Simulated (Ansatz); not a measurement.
Question: Each is relaxed and computed with plane-wave PAW r²SCAN (Ansatz code). Which is the only one with a gap?
(A) InP, CsCl type
(B) InHO2, Pnnm (In on 2a, H on 2c, O on 4g)
(C) InSb, Imm2 (In on 2b, Sb on 2a)
(D) VH2, fluorite

Answer: B, InHO2, Pnnm (In on 2a, H on 2c, O on 4g). InHO2: gap 2.68 eV (direct); InSb: metal; VH2: metal; InP: metal. Constructed cells (a structure type filled with these elements, in neither database checked): InP, CsCl type. Not the usual ambient phase: InSb, Imm2 (In on 2b, Sb on 2a); InP, CsCl type. Standing as an ambient phase not checked: InHO2, Pnnm (In on 2a, H on 2c, O on 4g); VH2, fluorite. Began spin-polarised and lost the moments: VH2, fluorite. All cells were relaxed under the symmetry of their starts (and spin orders); stability against distortions was not tested throughout. Scalar-relativistic: spin–orbit coupling is off unless named, which matters more the heavier the elements.

Potentials: the later of the program's two PAW sets.
